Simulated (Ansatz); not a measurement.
# From the elastic tensor of TiZn3 at 8 GPa (stress–strain coefficients) to moduli and sound speeds

These are results of DFT LDA, scalar-relativistic, plane waves, PAW in Ansatz, not measurements. Plane waves to 420 eV; Γ-centred k mesh 12×12×12; Fermi-Dirac smearing of 0.15 eV. No spin polarisation.

Symmetry: Pm-3m, No. 221, cubic system. The conventional cell has a = 3.738 Å, b = 3.738 Å, c = 3.738 Å, α = 90.00°, β = 90.00°, γ = 90.00°. Around Ti (site symmetry m-3m) lie 12 Zn at 2.64 Å. Around Zn (site symmetry 4/mmm) lie 4 Ti at 2.64 Å and 8 Zn at 2.64 Å.

In a metal, frequencies and elastic constants depend on the k mesh and the smearing, soft modes and shear constants most. Other phases may be more stable at this pressure.

Relaxed-ion constants (GPa, on the Cartesian axes of the calculation):
```
203.1 141.2 141.2   0.0   0.0   0.0
141.2 203.1 141.2   0.0   0.0   0.0
141.2 141.2 203.1   0.0   0.0   0.0
  0.0   0.0   0.0 107.5   0.0   0.0
  0.0   0.0   0.0   0.0 107.5   0.0
  0.0   0.0   0.0   0.0   0.0 107.5
```

Density 7.759 g/cm³; 4 atoms in 52.22 Å³.

The values that follow are for a polycrystal of randomly turned grains, by Hill's mean where one number stands. In a crystal this anisotropic the Voigt and Reuss bounds lie far apart, so Hill's mean and the sound speeds and Debye temperature from it are rough.

With S = C⁻¹: B_V = (C11+C22+C33+2(C12+C13+C23))/9, G_V = (C11+C22+C33−C12−C13−C23+3(C44+C55+C66))/15, 1/B_R = S11+S22+S33+2(S12+S13+S23), 15/G_R = 4(S11+S22+S33−S12−S13−S23)+3(S44+S55+S66); Hill is their mean. Then v_l = √((B+4G/3)/ρ), v_t = √(G/ρ), v_m = [(2/v_t³+1/v_l³)/3]^(−1/3) and Θ = (ħ/k_B)·v_m·(6π²n/V)^(1/3) for n atoms in the volume V; E = 9BG/(3B+G), ν = (3B−2G)/(2(3B+G)) and A^U = 5G_V/G_R + B_V/B_R − 6.

```
Bulk modulus, Voigt / Reuss / Hill          : 161.8 / 161.8 / 161.8 GPa
Shear modulus, Voigt / Reuss / Hill         : 76.9 / 54.0 / 65.5 GPa
Young's modulus                             : 173 GPa
Poisson ratio                               : 0.322
Pugh ratio B/G                              : 2.47
Universal anisotropy index                  : 2.11
Longitudinal and transverse sound speeds    : 5666 and 2905 m/s
Debye temperature from the mean sound speed : 411 K
```

Cost: 1 run of about 1.7 core-minutes, on Arm Neoverse V2 (shared hosts).